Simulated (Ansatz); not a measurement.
Several occupations of a fcc lattice at one composition, 7 Au, 9 Pt. Sites, in fractions of the cell -4.053 4.053 -4.053; 4.053 4.053 4.053; 4.053 -4.053 -4.053 Å:

| cell | sites |
| --- | --- |
| all | Au (0.00 0.75 0.25), Au (0.75 0.75 0.50), Pt (0.00 0.00 0.00), Pt (0.75 0.50 0.75) |
| 1 | Au (0.00 0.25 0.75), Au (0.00 0.50 0.50), Au (0.25 0.00 0.75), Au (0.25 0.50 0.25), Au (0.25 0.75 0.00), Pt (0.25 0.25 0.50), Pt (0.50 0.00 0.50), Pt (0.50 0.25 0.25), Pt (0.50 0.50 0.00), Pt (0.50 0.75 0.75), Pt (0.75 0.00 0.25), Pt (0.75 0.25 0.00) |
| 2 | Au (0.25 0.25 0.50), Au (0.25 0.75 0.00), Au (0.50 0.25 0.25), Au (0.50 0.75 0.75), Au (0.75 0.25 0.00), Pt (0.00 0.25 0.75), Pt (0.00 0.50 0.50), Pt (0.25 0.00 0.75), Pt (0.25 0.50 0.25), Pt (0.50 0.00 0.50), Pt (0.50 0.50 0.00), Pt (0.75 0.00 0.25) |
| 3 | Au (0.25 0.50 0.25), Au (0.50 0.00 0.50), Au (0.50 0.50 0.00), Au (0.50 0.75 0.75), Au (0.75 0.00 0.25), Pt (0.00 0.25 0.75), Pt (0.00 0.50 0.50), Pt (0.25 0.00 0.75), Pt (0.25 0.25 0.50), Pt (0.25 0.75 0.00), Pt (0.50 0.25 0.25), Pt (0.75 0.25 0.00) |

Each was relaxed without symmetry on coarser meshes and computed once more. These are results of Ansatz, DFT PBE, scalar-relativistic, plane waves, PAW, not measurements.

Plane waves to 420 eV, a k mesh through Γ of 6×6×6 on the computed 16-atom cell and Gaussian smearing (0.10 eV); no spin polarisation.

Warren–Cowley parameters of the first shell of the sublattice with most elements (negative: unlike neighbours preferred):
```json
{"cell": "1", "Au-Pt": "-0.02"}
{"cell": "2", "Au-Pt": "-0.27"}
{"cell": "3", "Au-Pt": "-0.02"}
```

Forces of up to 0.03 eV/Å remain on the final mesh.

Q: Which occupation is lowest in energy, and by how much?

A: Cells 1, 3 are lowest, within 8 meV/atom of each other and so too close to rank here.
```json
{"cell": "1", "E − E(lowest) (meV/atom)": "0.0", "V (Å³/atom)": "16.58"}
{"cell": "3", "E − E(lowest) (meV/atom)": "1.5", "V (Å³/atom)": "16.58"}
{"cell": "2", "E − E(lowest) (meV/atom)": "20.3", "V (Å³/atom)": "16.47"}
```

The final mesh leaves forces up to 0.03 eV/Å and stresses up to 2.3 GPa: the relaxation ran on a coarser mesh, so the cell's shape, its bonds and its energy belong partly to that mesh.

Spin–orbit coupling is left out, which can shift energies with elements as heavy as these.

Cost: 6 runs of about 46 core-minutes in all (earlier runs that led there not counted), on Arm Neoverse V2 (shared hosts).